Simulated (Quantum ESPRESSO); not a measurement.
Ti2NbAlO8, finding a planted mistake in a log

Simulated, not a measurement. The program is pw.x of Quantum ESPRESSO 7.5 (plane-wave density functional theory). The cell is made up: 12 atoms on a fluorite lattice, with randomly drawn elements, strain and displacements, not relaxed. PseudoDojo standard norm-conserving files (v0.5 for PBE, v0.4.1 for LDA and PBEsol) set the functional; there is no spin polarisation, spin-orbit coupling or dispersion term, and the masses in the input are unused placeholders.

Intended input:

```
&control calculation='scf', pseudo_dir='./dojo.nc.sr.pbe.v0_5.standard.upf', outdir='./o', disk_io='medium', tprnfor=.true., tstress=.true. /
&system ibrav=0, nat=12, ntyp=4, nbnd=50, ecutwfc=84.00895049, nosym=.true., tot_charge=0,
 occupations='smearing', smearing='fd', degauss=0.0018374661
/
&electrons conv_thr=7.350e-09, electron_maxstep=60, /
ATOMIC_SPECIES
Al 1.0 Al.upf
Nb 1.0 Nb.upf
O 1.0 O.upf
Ti 1.0 Ti.upf
CELL_PARAMETERS angstrom
4.9162 0.0333 -0.0016
0.0333 4.8467 0.018
-0.0016 0.018 4.7936
ATOMIC_POSITIONS angstrom
Ti -0.0954 -0.0307 -0.0605
Ti -0.0005 2.5195 2.4318
Nb 2.4328 -0.029 2.4178
Al 2.5082 2.3428 0.08
O 1.2313 1.2983 1.0939
O 1.2017 1.2387 3.6335
O 1.3231 3.6449 1.1449
O 1.2799 3.7606 3.6021
O 3.5865 1.3408 1.1982
O 3.5528 1.2279 3.5872
O 3.6776 3.6526 1.1587
O 3.6835 3.6593 3.5995
K_POINTS automatic
5 5 5 1 1 1
```

The log is shortened where brackets say so; the opening notice, blank lines, dates and the lines on written files are dropped, and the path of the files is cut. It prints rydbergs, bohrs and kilobars, and counts compression as positive stress. Where no state is partly filled, the Fermi energy that it prints is only some level between the filled and the empty states on the mesh, and need not lie in the true gap.

Log of the intended run:

```
     Program PWSCF v.7.5
     Parallel version (MPI & OpenMP), running on       1 processor cores
     Number of MPI processes:                 1
     Threads/MPI process:                     1
     [start-up lines left out]
     bravais-lattice index     =            0
     lattice parameter (alat)  =       9.2905  a.u.
     unit-cell volume          =     770.7397 (a.u.)^3
     number of atoms/cell      =           12
     number of atomic types    =            4
     number of electrons       =        88.00
     number of Kohn-Sham states=           50
     kinetic-energy cutoff     =      84.0090  Ry
     charge density cutoff     =     336.0358  Ry
     scf convergence threshold =      7.3E-09
     mixing beta               =       0.7000
     number of iterations used =            8  plain     mixing
     Exchange-correlation= PBE
                           (   1   4   3   4   0   0   0)
     [axes and pseudopotential details left out]
   Cartesian axes
     site n.     atom                  positions (alat units)
         1        Ti     tau(   1) = (  -0.0194048  -0.0062445  -0.0123060  )
         2        Ti     tau(   2) = (  -0.0001017   0.5124775   0.4946390  )
         3        Nb     tau(   3) = (   0.4948424  -0.0058987   0.4917913  )
         4        Al     tau(   4) = (   0.5101791   0.4765360   0.0162724  )
         5        O      tau(   5) = (   0.2504519   0.2640800   0.2225041  )
         6        O      tau(   6) = (   0.2444311   0.2519571   0.7390701  )
         7        O      tau(   7) = (   0.2691244   0.7413889   0.2328778  )
         8        O      tau(   8) = (   0.2603374   0.7649228   0.7326832  )
         9        O      tau(   9) = (   0.7295101   0.2727247   0.2437192  )
        10        O      tau(  10) = (   0.7226554   0.2497603   0.7296525  )
        11        O      tau(  11) = (   0.7480402   0.7429551   0.2356847  )
        12        O      tau(  12) = (   0.7492403   0.7443179   0.7321544  )
     number of k points=    63  Fermi-Dirac smearing, width (Ry)=  0.0018
                       cart. coord. in units 2pi/alat
        k(    1) = (   0.0993557   0.1003740   0.1022162), wk =   0.0320000
        k(    2) = (   0.0994276   0.0996117   0.3073389), wk =   0.0320000
     [further k points left out]
     Dense  grid:    80169 G-vectors     FFT dimensions: (  60,  54,  54)
     Estimated max dynamical RAM per process >     124.31 MB
     Initial potential from superposition of free atoms
     starting charge      87.9920, renormalised to      88.0000
     Starting wfcs are   66 randomized atomic wfcs
     total cpu time spent up to now is       23.3 secs
     per-process dynamical memory:    74.3 Mb
     Self-consistent Calculation
     iteration #  1     ecut=    84.01 Ry     beta= 0.70
     Davidson diagonalization with overlap
     ethr =  1.00E-02,  avg # of iterations =  2.0
     total cpu time spent up to now is       73.7 secs
     total energy              =    -628.90757768 Ry
     estimated scf accuracy    <       6.17187672 Ry
     iteration #  2     ecut=    84.01 Ry     beta= 0.70
     Davidson diagonalization with overlap
     ethr =  7.01E-03,  avg # of iterations =  6.3
     total cpu time spent up to now is      183.2 secs
     total energy              =    -621.13792369 Ry
     estimated scf accuracy    <      81.27841736 Ry
     [iterations 3 to 19 left out]
     iteration # 20     ecut=    84.01 Ry     beta= 0.70
     Davidson diagonalization with overlap
     ethr =  6.83E-10,  avg # of iterations =  1.0
     total cpu time spent up to now is     1474.8 secs
     total energy              =    -632.17176908 Ry
     estimated scf accuracy    <       0.00000024 Ry
     iteration # 21     ecut=    84.01 Ry     beta= 0.70
     Davidson diagonalization with overlap
     ethr =  2.70E-10,  avg # of iterations =  5.5
     total cpu time spent up to now is     1533.3 secs
     End of self-consistent calculation
     [lines on levels left out]
     the Fermi energy is    12.0569 ev
!    total energy              =    -632.17176914 Ry
     estimated scf accuracy    <          7.3E-09 Ry
     smearing contrib. (-TS)   =      -0.00000000 Ry
     internal energy E=F+TS    =    -632.17176913 Ry
     The total energy is F=E-TS. E is the sum of the following terms:
     one-electron contribution =    -149.86910516 Ry
     hartree contribution      =     128.92014906 Ry
     xc contribution           =    -130.30332542 Ry
     ewald contribution        =    -480.91948762 Ry
     convergence has been achieved in  21 iterations
     Forces acting on atoms (cartesian axes, Ry/au):
     atom    1 type  4   force =     0.03279091    0.04958858    0.02638638
     atom    2 type  4   force =     0.03696856   -0.05039460   -0.04144164
     atom    3 type  2   force =    -0.03291006    0.05594396   -0.04560760
     atom    4 type  1   force =    -0.03500923    0.00315333   -0.00326742
     atom    5 type  3   force =    -0.04153501   -0.03815572    0.06358625
     atom    6 type  3   force =    -0.04641566    0.03636779   -0.05851248
     atom    7 type  3   force =    -0.04308296    0.00572972    0.02961250
     atom    8 type  3   force =    -0.05347067   -0.04079316   -0.01546709
     atom    9 type  3   force =     0.05774340   -0.04551512    0.01650403
     atom   10 type  3   force =     0.04985754    0.00146777    0.01738531
     atom   11 type  3   force =     0.04175742    0.04206915    0.01879939
     atom   12 type  3   force =     0.03330575   -0.01946171   -0.00797762
     Total force =     0.230073     Total SCF correction =     0.000168
     Computing stress (Cartesian axis) and pressure
          total   stress  (Ry/bohr**3)                   (kbar)     P=        4.97
  -0.00038461   0.00004871   0.00005942          -56.58        7.17        8.74
   0.00004871   0.00007809  -0.00004863            7.17       11.49       -7.15
   0.00005942  -0.00004863   0.00040793            8.74       -7.15       60.01
     init_run     :     21.34s CPU     23.12s WALL (       1 calls)
     electrons    :   1479.24s CPU   1510.02s WALL (       1 calls)
     forces       :     10.42s CPU     10.59s WALL (       1 calls)
     stress       :     41.29s CPU     41.52s WALL (       1 calls)
     [timing details left out]
     PWSCF        :  25m52.84s CPU  26m27.14s WALL
     JOB DONE.
```

A second run was made from an input with one planted mistake. Its log:

```
     Program PWSCF v.7.5
     Parallel version (MPI & OpenMP), running on       1 processor cores
     Number of MPI processes:                 1
     Threads/MPI process:                     1
     [start-up lines left out]
     bravais-lattice index     =            0
     lattice parameter (alat)  =       9.2905  a.u.
     unit-cell volume          =     770.7397 (a.u.)^3
     number of atoms/cell      =           12
     number of atomic types    =            4
     number of electrons       =        88.00
     number of Kohn-Sham states=           50
     kinetic-energy cutoff     =      54.2420  Ry
     charge density cutoff     =     216.9680  Ry
     scf convergence threshold =      7.3E-09
     mixing beta               =       0.7000
     number of iterations used =            8  plain     mixing
     Exchange-correlation= PBE
                           (   1   4   3   4   0   0   0)
     [axes and pseudopotential details left out]
   Cartesian axes
     site n.     atom                  positions (alat units)
         1        Ti     tau(   1) = (  -0.0194048  -0.0062445  -0.0123060  )
         2        Ti     tau(   2) = (  -0.0001017   0.5124775   0.4946390  )
         3        Nb     tau(   3) = (   0.4948424  -0.0058987   0.4917913  )
         4        Al     tau(   4) = (   0.5101791   0.4765360   0.0162724  )
         5        O      tau(   5) = (   0.2504519   0.2640800   0.2225041  )
         6        O      tau(   6) = (   0.2444311   0.2519571   0.7390701  )
         7        O      tau(   7) = (   0.2691244   0.7413889   0.2328778  )
         8        O      tau(   8) = (   0.2603374   0.7649228   0.7326832  )
         9        O      tau(   9) = (   0.7295101   0.2727247   0.2437192  )
        10        O      tau(  10) = (   0.7226554   0.2497603   0.7296525  )
        11        O      tau(  11) = (   0.7480402   0.7429551   0.2356847  )
        12        O      tau(  12) = (   0.7492403   0.7443179   0.7321544  )
     number of k points=    63  Fermi-Dirac smearing, width (Ry)=  0.0018
                       cart. coord. in units 2pi/alat
        k(    1) = (   0.0993557   0.1003740   0.1022162), wk =   0.0320000
        k(    2) = (   0.0994276   0.0996117   0.3073389), wk =   0.0320000
     [further k points left out]
     Dense  grid:    41635 G-vectors     FFT dimensions: (  45,  45,  45)
     Estimated max dynamical RAM per process >      66.50 MB
     Check: negative core charge=   -0.000095
     Initial potential from superposition of free atoms
     starting charge      87.9920, renormalised to      88.0000
     Starting wfcs are   66 randomized atomic wfcs
     total cpu time spent up to now is       17.4 secs
     per-process dynamical memory:    42.8 Mb
     Self-consistent Calculation
     iteration #  1     ecut=    54.24 Ry     beta= 0.70
     Davidson diagonalization with overlap
     ethr =  1.00E-02,  avg # of iterations =  2.0
     total cpu time spent up to now is       50.7 secs
     total energy              =    -628.79857598 Ry
     estimated scf accuracy    <       5.96560462 Ry
     iteration #  2     ecut=    54.24 Ry     beta= 0.70
     Davidson diagonalization with overlap
     ethr =  6.78E-03,  avg # of iterations =  6.4
     total cpu time spent up to now is      108.8 secs
     total energy              =    -621.21122602 Ry
     estimated scf accuracy    <      77.32925345 Ry
     [iterations 3 to 21 left out]
     iteration # 22     ecut=    54.24 Ry     beta= 0.70
     Davidson diagonalization with overlap
     ethr =  1.70E-11,  avg # of iterations =  1.0
     total cpu time spent up to now is      817.2 secs
     total energy              =    -631.92436068 Ry
     estimated scf accuracy    <       0.00000002 Ry
     iteration # 23     ecut=    54.24 Ry     beta= 0.70
     Davidson diagonalization with overlap
     ethr =  1.70E-11,  avg # of iterations =  2.1
     total cpu time spent up to now is      849.1 secs
     End of self-consistent calculation
     [lines on levels left out]
     the Fermi energy is    12.0912 ev
!    total energy              =    -631.92436067 Ry
     estimated scf accuracy    <          6.0E-09 Ry
     smearing contrib. (-TS)   =      -0.00000000 Ry
     internal energy E=F+TS    =    -631.92436067 Ry
     The total energy is F=E-TS. E is the sum of the following terms:
     one-electron contribution =    -149.33236739 Ry
     hartree contribution      =     128.52693529 Ry
     xc contribution           =    -130.19944095 Ry
     ewald contribution        =    -480.91948762 Ry
     convergence has been achieved in  23 iterations
     Forces acting on atoms (cartesian axes, Ry/au):
     atom    1 type  4   force =     0.03127793    0.04600857    0.02083116
     atom    2 type  4   force =     0.03635042   -0.04601986   -0.04043779
     atom    3 type  2   force =    -0.03345002    0.05483774   -0.04425201
     atom    4 type  1   force =    -0.03523817    0.00273191   -0.00303594
     atom    5 type  3   force =    -0.04250712   -0.03781335    0.06382472
     atom    6 type  3   force =    -0.05085379    0.03759919   -0.05801079
     atom    7 type  3   force =    -0.04525661    0.00537989    0.02965687
     atom    8 type  3   force =    -0.05697116   -0.04032382   -0.01505259
     atom    9 type  3   force =     0.05877388   -0.04432530    0.01704330
     atom   10 type  3   force =     0.05237317   -0.00082661    0.01920974
     atom   11 type  3   force =     0.04718943    0.04244625    0.01803945
     atom   12 type  3   force =     0.03831204   -0.01969461   -0.00781614
     Total force =     0.231882     Total SCF correction =     0.000139
     Computing stress (Cartesian axis) and pressure
          total   stress  (Ry/bohr**3)                   (kbar)     P=     -274.85
  -0.00228751   0.00004432   0.00005592         -336.50        6.52        8.23
   0.00004432  -0.00182313  -0.00004483            6.52     -268.19       -6.59
   0.00005592  -0.00004483  -0.00149448            8.23       -6.59     -219.85
     init_run     :     16.10s CPU     17.26s WALL (       1 calls)
     electrons    :    809.64s CPU    831.71s WALL (       1 calls)
     forces       :      7.90s CPU      8.01s WALL (       1 calls)
     stress       :     27.51s CPU     27.67s WALL (       1 calls)
     [timing details left out]
     PWSCF        :  14m21.52s CPU  14m46.69s WALL
     JOB DONE.
```

Question: what was wrong in the second input?

Answer: the plane-wave cutoff is too low. The input lines that differ, file-writing options aside:

```
- &system ibrav=0, nat=12, ntyp=4, nbnd=50, ecutwfc=84.00895049, nosym=.true., tot_charge=0,
+ &system ibrav=0, nat=12, ntyp=4, nbnd=50, ecutwfc=54.24199953, nosym=.true., tot_charge=0,
```

|  | intended run | run with the mistake |
| --- | --- | --- |
| free energy (eV) | -8601.135 | -8597.769 |
| smearing term -TS (eV) | 0.0000 | 0.0000 |
| pressure (GPa) | 0.50 | -27.48 |
| largest force component (eV/Å) | 1.635 | 1.641 |
| largest change of a force component (eV/Å) |  | 0.143 |
| iterations | 21 | 23 |

For scale, a rerun of the intended cell at a cutoff of 1467 eV and k mesh 7 x 7 x 7 moved values by no more than 0.003 eV in energy, 0.06 GPa in stress and 0.003 eV/Å in force.